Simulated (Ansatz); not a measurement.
**Ansatz run on HgTe**

System: HgTe (zinc blende type), 2 atoms in the cell.

Ansatz input (lattice in Å, positions in fractions of it)
```yaml
crystal:
  lattice:
    - [0, 3.33, 3.33]
    - [3.33, 0, 3.33]
    - [3.33, 3.33, 0]
  atoms:
    - { symbol: Hg, position: [0, 0, 0] }
    - { symbol: Te, position: [0.25, 0.25, 0.25] }
kpoints:
  mp_grid: { grid: [8, 8, 8] }
hamiltonian:
  xc: pbe
  pseudopotentials: { kind: paw, source: ansatz }
scf:
  occupations: { method: fermi_dirac, width: 0.1 }
  convergence: { dr2_threshold: "1e-10 eV" }
  max_iter: 300
output:
  forces: true
  stress: true
  eigenvalues: true
```

Computed with PBE, plane waves, PAW datasets (earlier set, tuned by hand) in Ansatz 0.2.0 development build.

What the run gave

```
Plane-wave cutoff used : 690 eV
Pressure               : -0.11 GPa
Smearing term TS       : 1.3 meV/atom
Valence electrons      : 36
Irreducible k-points   : 29
CPU time               : roughly 14 core-seconds on a shared host
```

Stress tensor in GPa, compression positive:
```
-0.11  0.00  0.00
 0.00 -0.11  0.00
 0.00  0.00 -0.11
```

The stress includes the program's correction for the finite plane-wave basis.

The k-mesh is modest, so these values aren't fully converged in k.
